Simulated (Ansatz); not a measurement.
Relaxed-ion elastic tensor of YN (rock salt, Fm-3m) in GPa (Voigt order), DFT-r²SCAN in the program Ansatz with PAW potentials; density 5.83 g/cm³, 14.67 Å³ per atom.

```
 336  86.6  86.6   0.0   0.0   0.0
86.6   336  86.6   0.0   0.0   0.0
86.6  86.6   336   0.0   0.0   0.0
 0.0   0.0   0.0   132   0.0   0.0
 0.0   0.0   0.0   0.0   132   0.0
 0.0   0.0   0.0   0.0   0.0   132
```

Q: Is the crystal mechanically stable?

A: Yes: the smallest eigenvalue of C is 132 GPa.

Q: Work out the Voigt, Reuss and Hill averages.

A: K_V = 170, K_R = 170, K_H = 170; G_V = 129, G_R = 129, G_H = 129 GPa.

Q: Give Young's modulus, Poisson's ratio, Pugh's ratio and the universal anisotropy index.

A: E = 9KG/(3K + G) = 308 GPa; ν = 0.20; K/G = 1.32 (brittle by the Pugh limit of 1.75); A_U = 5G_V/G_R + K_V/K_R − 6 = 0.00.

Q: Estimate the sound speeds and the Debye temperature.

A: v_l = √((K + 4G/3)/ρ) = 7650 m/s, v_t = √(G/ρ) = 4700 m/s, mean 5190 m/s; Θ = (h/k)(3n/4πV)^(1/3) v_m = 631 K.

Q: Give the Zener ratio and Young's modulus along [100], [110] and [111].

A: A = 2C44/(C11 − C12) = 1.06; 1/E = S11 − 2(S11 − S12 − S44/2)Γ with Γ = 0, 1/4, 1/3 gives 300, 310, 314 GPa.

The cell was relaxed with r²SCAN under the symmetry of its start. The run is not spin-polarised.

Potentials: the later of the program's two PAW sets.
